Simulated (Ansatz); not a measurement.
NbAs:
```
CELL_PARAMETERS angstrom
     -1.72860     1.72860     5.88219
      1.72860    -1.72860     5.88219
      1.72860     1.72860    -5.88219
ATOMIC_POSITIONS crystal
  Nb 0.99962 0.99962 0.00000
  Nb 0.74962 0.24962 0.50000
  As 0.41738 0.41738 0.00000
  As 0.16738 0.66738 0.50000
```

Relaxed with r²SCAN. Special points in fractions of this cell's reciprocal vectors: Γ (0.000, 0.000, 0.000); X (0.000, 0.000, 0.500); P (0.250, 0.250, 0.250); N (0.000, 0.500, 0.000); M (0.500, 0.500, -0.500); S (0.272, 0.728, -0.272); S0 (-0.272, 0.272, 0.272); R (-0.043, 0.043, 0.500); G (0.500, 0.500, -0.043).

Question: List the band energies nearest the Fermi level at these points for r²SCAN with spin–orbit coupling in the plane-wave PAW code Ansatz.

Answer: In eV from the Fermi level; about four levels below and three above (degenerate sets whole), none deeper than 8.9 eV; points with the same levels are listed once.

```tsv
k	below	above
Γ	-1.58 -1.58 -1.44 -1.44	0.75 0.75 1.32 1.32
X	-0.69 -0.69 -0.68 -0.68	2.56 2.56 2.56 2.56
P	-0.69 -0.69 -0.67 -0.65	2.56 2.56 2.56
N	-1.47 -1.47 -0.17 -0.17	0.09 0.09 1.24 1.24
M	-0.69 -0.69 -0.69 -0.69	1.02 1.02 1.02 1.02
S	-1.51 -1.49 -0.14 -0.09	0.08 0.16 1.50
R	-0.73 -0.73 -0.72 -0.72	2.40 2.40 2.43 2.43
```

Space group I4_1md. The cell was relaxed with r²SCAN under the symmetry of its start. The run is not spin-polarised. A small band overlap can be real or an error of a semilocal functional. The Fermi level of a semimetal is unsure by some 0.05 eV on such meshes.

Potentials: the earlier of the program's two PAW sets.
